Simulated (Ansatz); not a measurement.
Relaxed Ge (diamond):

```
Ge
1.0
    0.00000     5.76168     5.76168
    2.88084     0.00000     2.88084
    2.88084     2.88084     0.00000
Ge
4
Direct
  0.25000   0.50000   0.50000
  0.75000   0.50000   0.50000
  0.37500   0.75000   0.75000
  0.87500   0.75000   0.75000
```

The atoms are displaced by Q × the pattern below (from a DFPT mode at L = (0.5, 0.0, 0.0), largest move 1; Q in Å), at fixed cell. (q is in reciprocal vectors of the primitive cell; the cell shown is doubled to hold the pattern.)

```
atom       x       y       z
----  ------  ------  ------
Ge1   -0.577   0.577   0.577
Ge2    0.577  -0.577  -0.577
Ge3    0.577  -0.577  -0.577
Ge4   -0.577   0.577   0.577
```

All values below come from PBE (plane waves to 420 eV, PAW, scalar-relativistic; Ansatz, a first-principles code). k mesh 7×14×14 (Γ-centred), Fermi-Dirac smearing 0.05 eV. E stands for the smeared free energy. With partly filled bands, energies and forces of such displacements shift with the k mesh and the smearing. Ge was relaxed with its symmetry unable to fall. ΔE is measured from the undisplaced structure.

```
Q (Å)   ΔE (meV/cell)  −dE/dQ from forces (eV/Å)
------  -------------  -------------------------
-0.100            221                      4.282
-0.083            155                      3.626
-0.067            100                      2.938
-0.050             57                      2.244
-0.033             25                      1.520
-0.017              6                      0.767
0.000               0                      0.000
0.017               6                     -0.767
0.033              25                     -1.520
0.050              57                     -2.244
0.067             100                     -2.938
0.083             155                     -3.626
0.100             221                     -4.282
```

What the scan shows:

The energy at Q = 0.100 Å comes out as 221 meV/cell. Space group of the distorted cell: R-3m (No. 166), lowered from Fd-3m. Symmetry of the curve: even: the same for both signs. Shape of the curve: a single well with its minimum at or next to zero displacement. Harmonic wavenumber from the curvature (finite differences): 208 cm⁻¹. Wavenumber by perturbation theory (DFPT, on another k mesh): 208 cm⁻¹.

The 13 points together took around 5 core-minutes (rough).

(For displaced atoms, the force is minus the slope of the energy, and its curvature is a force constant, which sets phonon frequencies.)
